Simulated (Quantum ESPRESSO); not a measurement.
W3Ag2AlPdZn, finding a planted mistake in a log

Simulated, not a measurement. The program is pw.x of Quantum ESPRESSO 7.5 (plane-wave density functional theory). The cell is made up: eight metal atoms on a hexagonal close-packed lattice, with elements, volume, strain and displacements drawn at random and not relaxed, so it may be unstable or far from any real phase. PseudoDojo standard norm-conserving files set the functional (PBE unless stated); there is no spin polarisation or spin-orbit coupling, the Fermi-Dirac width of 0.25 eV means electrons at about 2900 K, and the masses in the input are unused placeholders. Heavy elements are run without spin-orbit coupling, which real alloys of them have. A spin test at this wide smearing found no moment, but such smearing suppresses magnetism that the real alloy may have.

Intended input:

```
&control calculation='scf', pseudo_dir='./dojo.nc.sr.pbe.v0_5.standard.upf', outdir='./o', disk_io='minimal', tprnfor=.true., tstress=.true. /
&system ibrav=0, nat=8, ntyp=5, nbnd=74, ecutwfc=84.00895049, nosym=.true., tot_charge=0,
 occupations='smearing', smearing='fd', degauss=0.0183746611
/
&electrons conv_thr=1.470e-08, electron_maxstep=70, mixing_beta=0.5 /
ATOMIC_SPECIES
Ag 1.0 Ag.upf
Al 1.0 Al.upf
Pd 1.0 Pd.upf
W 1.0 W.upf
Zn 1.0 Zn.upf
CELL_PARAMETERS angstrom
4.417 -2.5477 0.0362
-2.9921 -0.0155 -4.6584
2.9622 5.1257 0.0356
ATOMIC_POSITIONS angstrom
W -0.0396 -0.1189 0.0551
Ag 1.5003 2.7074 -0.0633
W 0.0507 1.8137 -2.2718
Al 1.5164 4.2848 -2.3482
Pd 3.0231 -0.1275 0.0783
Zn 4.3057 2.6729 -0.0696
W 1.4984 -0.9108 -2.3186
Ag 2.9891 1.8341 -2.3414
K_POINTS automatic
5 5 4 1 1 1
```

The log is shortened where brackets say so; the opening notice, blank lines, dates and the lines on written files are dropped, and the path of the files is cut. It prints rydbergs, bohrs and kilobars, and counts compression as positive stress. Its total energy is the free energy E - TS of the whole cell.

Log of the intended run:

```
     Program PWSCF v.7.5
     Parallel version (MPI & OpenMP), running on       4 processor cores
     Number of MPI processes:                 4
     Threads/MPI process:                     1
     [start-up lines left out]
     bravais-lattice index     =            0
     lattice parameter (alat)  =       9.6361  a.u.
     unit-cell volume          =     943.3891 (a.u.)^3
     number of atoms/cell      =            8
     number of atomic types    =            5
     number of electrons       =       121.00
     number of Kohn-Sham states=           74
     kinetic-energy cutoff     =      84.0090  Ry
     charge density cutoff     =     336.0358  Ry
     scf convergence threshold =      1.5E-08
     mixing beta               =       0.5000
     number of iterations used =            8  plain     mixing
     Exchange-correlation= PBE
                           (   1   4   3   4   0   0   0)
     [axes and pseudopotential details left out]
   Cartesian axes
     site n.     atom                  positions (alat units)
         1        W      tau(   1) = (  -0.0077659  -0.0233173   0.0108056  )
         2        Ag     tau(   2) = (   0.2942219   0.5309447  -0.0124137  )
         3        W      tau(   3) = (   0.0099427   0.3556823  -0.4455197  )
         4        Al     tau(   4) = (   0.2973792   0.8402865  -0.4605024  )
         5        Pd     tau(   5) = (   0.5928562  -0.0250039   0.0153553  )
         6        Zn     tau(   6) = (   0.8443852   0.5241789  -0.0136492  )
         7        W      tau(   7) = (   0.2938493  -0.1786158  -0.4546976  )
         8        Ag     tau(   8) = (   0.5861885   0.3596829  -0.4591689  )
     number of k points=    50  Fermi-Dirac smearing, width (Ry)=  0.0184
                       cart. coord. in units 2pi/alat
        k(    1) = (   0.1422176   0.0435606  -0.2009544), wk =   0.0400000
        k(    2) = (   0.2504493   0.2302076  -0.2710929), wk =   0.0400000
     [further k points left out]
     Dense  grid:    98113 G-vectors     FFT dimensions: (  60,  64,  72)
     Estimated max dynamical RAM per process >     374.77 MB
     Estimated total dynamical RAM >       1.39 GB
     Initial potential from superposition of free atoms
     starting charge     120.9948, renormalised to     121.0000
     Starting wfcs are   73 randomized atomic wfcs +    1 random wfcs
     total cpu time spent up to now is        4.6 secs
     per-process dynamical memory:   293.9 Mb
     Self-consistent Calculation
     iteration #  1     ecut=    84.01 Ry     beta= 0.50
     Davidson diagonalization with overlap
     ethr =  1.00E-02,  avg # of iterations =  3.0
     total cpu time spent up to now is       15.5 secs
     total energy              =   -1762.50017774 Ry
     estimated scf accuracy    <       9.70322208 Ry
     iteration #  2     ecut=    84.01 Ry     beta= 0.50
     Davidson diagonalization with overlap
     ethr =  8.02E-03,  avg # of iterations =  3.0
     total cpu time spent up to now is       27.3 secs
     total energy              =   -1767.36967469 Ry
     estimated scf accuracy    <      23.27025763 Ry
     [iterations 3 to 15 left out]
     iteration # 16     ecut=    84.01 Ry     beta= 0.50
     Davidson diagonalization with overlap
     ethr =  1.33E-09,  avg # of iterations =  1.0
     total cpu time spent up to now is      172.2 secs
     total energy              =   -1768.62592583 Ry
     estimated scf accuracy    <       0.00000002 Ry
     iteration # 17     ecut=    84.01 Ry     beta= 0.50
     Davidson diagonalization with overlap
     ethr =  1.71E-11,  avg # of iterations =  3.2
     total cpu time spent up to now is      183.5 secs
     End of self-consistent calculation
     [lines on levels left out]
!    total energy              =   -1768.62592583 Ry
     estimated scf accuracy    <          9.9E-09 Ry
     smearing contrib. (-TS)   =      -0.10027090 Ry
     internal energy E=F+TS    =   -1768.52565493 Ry
     The total energy is F=E-TS. E is the sum of the following terms:
     one-electron contribution =    -828.17372369 Ry
     hartree contribution      =     468.54078364 Ry
     xc contribution           =    -280.77897337 Ry
     ewald contribution        =   -1128.11374150 Ry
     convergence has been achieved in  17 iterations
     Forces acting on atoms (cartesian axes, Ry/au):
     atom    1 type  4   force =     0.06263781    0.08372303   -0.06487245
     atom    2 type  1   force =    -0.02304524   -0.03061037    0.01860086
     atom    3 type  4   force =    -0.05519184   -0.08594392   -0.00246963
     atom    4 type  2   force =     0.01011826    0.02287625   -0.00308881
     atom    5 type  3   force =    -0.01189453    0.00861904    0.00399786
     atom    6 type  5   force =     0.01716371   -0.01446370    0.01989340
     atom    7 type  4   force =     0.03508948    0.05259530    0.00022257
     atom    8 type  1   force =    -0.03487765   -0.03679563    0.02771621
     Total force =     0.191041     Total SCF correction =     0.000294
     Computing stress (Cartesian axis) and pressure
          total   stress  (Ry/bohr**3)                   (kbar)     P=     -108.16
  -0.00078227   0.00021198  -0.00001456         -115.08       31.18       -2.14
   0.00021198  -0.00088209  -0.00002719           31.18     -129.76       -4.00
  -0.00001456  -0.00002719  -0.00054133           -2.14       -4.00      -79.63
     init_run     :      4.35s CPU      4.49s WALL (       1 calls)
     electrons    :    175.77s CPU    178.90s WALL (       1 calls)
     forces       :      1.68s CPU      1.70s WALL (       1 calls)
     stress       :      5.77s CPU      5.77s WALL (       1 calls)
     [timing details left out]
     PWSCF        :   3m 7.66s CPU   3m10.99s WALL
     JOB DONE.
```

A second run was made from an input with one planted mistake. Its log:

```
     Program PWSCF v.7.5
     Parallel version (MPI & OpenMP), running on       4 processor cores
     Number of MPI processes:                 4
     Threads/MPI process:                     1
     [start-up lines left out]
     bravais-lattice index     =            0
     lattice parameter (alat)  =       9.6361  a.u.
     unit-cell volume          =     943.3891 (a.u.)^3
     number of atoms/cell      =            8
     number of atomic types    =            5
     number of electrons       =       121.00
     number of Kohn-Sham states=           74
     kinetic-energy cutoff     =      84.0090  Ry
     charge density cutoff     =     336.0358  Ry
     scf convergence threshold =      1.5E-08
     mixing beta               =       0.5000
     number of iterations used =            8  plain     mixing
     Exchange-correlation= PBE
                           (   1   4   3   4   0   0   0)
     [axes and pseudopotential details left out]
   Cartesian axes
     site n.     atom                  positions (alat units)
         1        W      tau(   1) = (  -0.0077659  -0.0233173   0.0108056  )
         2        Ag     tau(   2) = (   0.2942219   0.5309447  -0.0124137  )
         3        W      tau(   3) = (   0.0099427   0.3556823  -0.4455197  )
         4        Al     tau(   4) = (   0.2973792   0.8402865  -0.4605024  )
         5        Pd     tau(   5) = (   0.5712842  -0.0250039   0.0153553  )
         6        Zn     tau(   6) = (   0.8443852   0.5241789  -0.0136492  )
         7        W      tau(   7) = (   0.2938493  -0.1786158  -0.4546976  )
         8        Ag     tau(   8) = (   0.5861885   0.3596829  -0.4591689  )
     number of k points=    50  Fermi-Dirac smearing, width (Ry)=  0.0184
                       cart. coord. in units 2pi/alat
        k(    1) = (   0.1422176   0.0435606  -0.2009544), wk =   0.0400000
        k(    2) = (   0.2504493   0.2302076  -0.2710929), wk =   0.0400000
     [further k points left out]
     Dense  grid:    98113 G-vectors     FFT dimensions: (  60,  64,  72)
     Estimated max dynamical RAM per process >     374.77 MB
     Estimated total dynamical RAM >       1.39 GB
     Initial potential from superposition of free atoms
     starting charge     120.9948, renormalised to     121.0000
     Starting wfcs are   73 randomized atomic wfcs +    1 random wfcs
     total cpu time spent up to now is        4.6 secs
     per-process dynamical memory:   293.9 Mb
     Self-consistent Calculation
     iteration #  1     ecut=    84.01 Ry     beta= 0.50
     Davidson diagonalization with overlap
     ethr =  1.00E-02,  avg # of iterations =  3.0
     total cpu time spent up to now is       15.4 secs
     total energy              =   -1762.59246760 Ry
     estimated scf accuracy    <       9.56977716 Ry
     iteration #  2     ecut=    84.01 Ry     beta= 0.50
     Davidson diagonalization with overlap
     ethr =  7.91E-03,  avg # of iterations =  3.0
     total cpu time spent up to now is       26.6 secs
     total energy              =   -1767.41399783 Ry
     estimated scf accuracy    <      22.70924762 Ry
     [iterations 3 to 15 left out]
     iteration # 16     ecut=    84.01 Ry     beta= 0.50
     Davidson diagonalization with overlap
     ethr =  1.36E-09,  avg # of iterations =  1.0
     total cpu time spent up to now is      163.3 secs
     total energy              =   -1768.62642735 Ry
     estimated scf accuracy    <       0.00000002 Ry
     iteration # 17     ecut=    84.01 Ry     beta= 0.50
     Davidson diagonalization with overlap
     ethr =  1.64E-11,  avg # of iterations =  3.3
     total cpu time spent up to now is      173.9 secs
     End of self-consistent calculation
     [lines on levels left out]
!    total energy              =   -1768.62642734 Ry
     estimated scf accuracy    <       0.00000001 Ry
     smearing contrib. (-TS)   =      -0.10034885 Ry
     internal energy E=F+TS    =   -1768.52607850 Ry
     The total energy is F=E-TS. E is the sum of the following terms:
     one-electron contribution =    -826.20331906 Ry
     hartree contribution      =     467.55538588 Ry
     xc contribution           =    -280.77654753 Ry
     ewald contribution        =   -1129.10159778 Ry
     convergence has been achieved in  17 iterations
     Forces acting on atoms (cartesian axes, Ry/au):
     atom    1 type  4   force =     0.05711767    0.08947761   -0.06563796
     atom    2 type  1   force =    -0.02788453   -0.03064787    0.01858449
     atom    3 type  4   force =    -0.05679521   -0.08781014    0.00037917
     atom    4 type  2   force =     0.00878207    0.02174757   -0.00052612
     atom    5 type  3   force =     0.00684811    0.00785997    0.00559941
     atom    6 type  5   force =     0.01622411   -0.01681578    0.01977478
     atom    7 type  4   force =     0.03030084    0.05327740   -0.00544427
     atom    8 type  1   force =    -0.03459306   -0.03708875    0.02727051
     Total force =     0.193146     Total SCF correction =     0.000278
     Computing stress (Cartesian axis) and pressure
          total   stress  (Ry/bohr**3)                   (kbar)     P=     -109.83
  -0.00079865   0.00022806  -0.00001232         -117.49       33.55       -1.81
   0.00022806  -0.00089653  -0.00002048           33.55     -131.88       -3.01
  -0.00001232  -0.00002048  -0.00054462           -1.81       -3.01      -80.12
     init_run     :      4.35s CPU      4.48s WALL (       1 calls)
     electrons    :    166.36s CPU    169.34s WALL (       1 calls)
     forces       :      1.55s CPU      1.56s WALL (       1 calls)
     stress       :      5.34s CPU      5.34s WALL (       1 calls)
     [timing details left out]
     PWSCF        :   2m57.68s CPU   3m 0.85s WALL
     JOB DONE.
```

Question: the log repeats what the program read. Compare it with the intended run: what was wrong in the second input?

Answer: one coordinate of one atom is wrong. The input lines that differ:

```
- Pd 3.0231 -0.1275 0.0783
+ Pd 2.9131 -0.1275 0.0783
```

```
                                            intended run  run with the mistake
                          free energy (eV)    -24063.382            -24063.388
         entropy term -TS, part of it (eV)        -1.364                -1.365
                            pressure (GPa)        -10.82                -10.98
size of the largest force component (eV/Å)         2.210                 2.301
largest change of a force component (eV/Å)                               0.482
                                iterations            17                    17
```

For scale, a rerun of the intended cell at a higher cutoff and on a denser mesh moved values by no more than 0.003 eV in energy, 0.02 GPa in stress and 0.003 eV/Å in force, and a second program with other atomic files agreed on that cell to 2 % rms in force and 0.5 GPa in pressure.